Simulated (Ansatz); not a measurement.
# Stability checks on a candidate for TaGa2

The cell was found from a structure generator's guess, not taken from experiment.

The calculation used DFT PBE, scalar-relativistic, plane waves, PAW (Ansatz 0.2.0). Plane waves to 420 eV, a 16×16×8 mesh through Γ for the 3-atom cell and 0.10 eV Gaussian smearing; no spin polarisation.

```cif
data_structure
_symmetry_space_group_name_H-M 'P 1'
_symmetry_Int_Tables_number 1
_cell_length_a 2.8290
_cell_length_b 2.8290
_cell_length_c 6.6081
_cell_angle_alpha 90.000
_cell_angle_beta 90.000
_cell_angle_gamma 90.000
_cell_volume 52.88
loop_
_atom_site_label
_atom_site_type_symbol
_atom_site_fract_x
_atom_site_fract_y
_atom_site_fract_z
_atom_site_occupancy
Ta1 Ta 0.00000 0.00000 0.00000 1
Ga1 Ga 0.50000 0.50000 0.31076 1
Ga2 Ga 0.50000 0.50000 0.68924 1
```

Energies over the elements count from the elements' standard structures at the same level, with no fitted energy shifts.

**Question.** These tests were run: energy against the elements; phonons at Γ. What do they show?

**Answer.**

```json
{"test": "energy against the elements", "result": "−0.16 eV/atom"}
{"test": "phonons at Γ", "result": "lowest optical mode 84 cm⁻¹"}
```

It fails none of these tests. Whether a mixture of other phases lies lower isn't tested here. Phonons away from Γ weren't computed.

These runs have no spin–orbit coupling, which can matter for Ta. The run for the phonons used a 16×16×8 k mesh and Fermi–Dirac smearing of 0.15 eV.
